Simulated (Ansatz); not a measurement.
A geometry of Ag away from equilibrium: the start of the relaxation of a relaxed Ag cell, doubled along one cell vector, shaken by Gaussian noise of σ = 0.08 Å a coordinate. All values below come from PBEsol (plane waves to 420 eV, PAW, scalar-relativistic; Ansatz, a program for electronic structure). Γ-centred k-mesh 7×13×9 on the run's cell (coarser than for final values), Fermi–Dirac smearing 0.05 eV.

```xyz
4
Lattice="-5.1983 5.1983 2.7237 2.5991 -2.5991 1.3618 2.5991 2.5991 -1.3618" Properties=species:S:1:pos:R:3 pbc="T T T"
Ag    -0.0152     2.6276     0.6288
Ag    -2.5720     5.2595     2.0340
Ag    -0.0098    -0.0504     0.0362
Ag    -2.6280     2.6678     1.3431
```

**Question.** What forces act on the atoms (eV/Å)?

**Answer.** 
| atom | Fx | Fy | Fz |
|---|---|---|---|
| Ag1 | -0.10 | -0.09 | 0.17 |
| Ag2 | -0.18 | -0.48 | -0.12 |
| Ag3 | 0.22 | 0.64 | -0.41 |
| Ag4 | 0.06 | -0.07 | 0.35 |

**Question.** What is the pressure?

**Answer.** +0.4 GPa, compression positive.

No spin polarisation in the result.

The end of the path is a generated cell of Ag: the first start was made by placing the elements on the sites of a structure type, and the end was not matched to a known phase here, so it may be hypothetical. Known forms of Ag include space group No. 225.
